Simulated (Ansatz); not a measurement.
What internal relaxation does to the elastic constants of SiPb$_{2}$

All numbers below come from DFT PBE, scalar-relativistic, plane waves, PAW in Ansatz. Plane waves to 420 eV; Γ-centred k mesh 10×10×10; Fermi-Dirac smearing of 0.15 eV. No spin polarisation.

Equilibrium structure at this level:
```yaml
crystal:
  lattice:
    - [0.00000, 3.55856, 3.55856]
    - [3.55856, 0.00000, 3.55856]
    - [3.55856, 3.55856, 0.00000]
  atoms:
    - { symbol: Si, position: [0.00000, 0.00000, 0.00000] }
    - { symbol: Pb, position: [0.75000, 0.75000, 0.75000] }
    - { symbol: Pb, position: [0.25000, 0.25000, 0.25000] }
```

The cell was built by swapping an element in a database structure (itself possibly hypothetical) and relaxing; it need not be the stable form of this composition. In a metal, frequencies and elastic constants depend on the k mesh and the smearing, soft modes and shear constants most. Spin–orbit coupling is left out, which can shift energies with elements as heavy as these.

Clamped-ion constants (GPa, Voigt order; atoms follow the strain homogeneously):
C11 = 55.7, C12 = 33.8, C13 = 33.8, C22 = 55.7, C23 = 33.8, C33 = 55.7, C44 = 7.6, C55 = 7.6, C66 = 7.6 GPa; the others vanish.

Task: What are the constants once the atoms relax in each strained cell?

Result:
C11 = 55.7, C12 = 33.8, C13 = 33.8, C22 = 55.7, C23 = 33.8, C33 = 55.7, C44 = 3.6, C55 = 3.6, C66 = 3.6 GPa; the others vanish.
The Voigt shear modulus goes from 8.9 to 6.5 GPa and the Voigt bulk modulus doesn't change. Relaxation subtracts ΛᵀK⁻¹Λ/V, with Λ the forces that a strain puts on the atoms and K the zone-centre force constants. At a stable cell this can only lower the diagonal constants, and it acts only for strains that share their symmetry with an optical mode; elsewhere, and where the coupling is weak, the constants hardly move.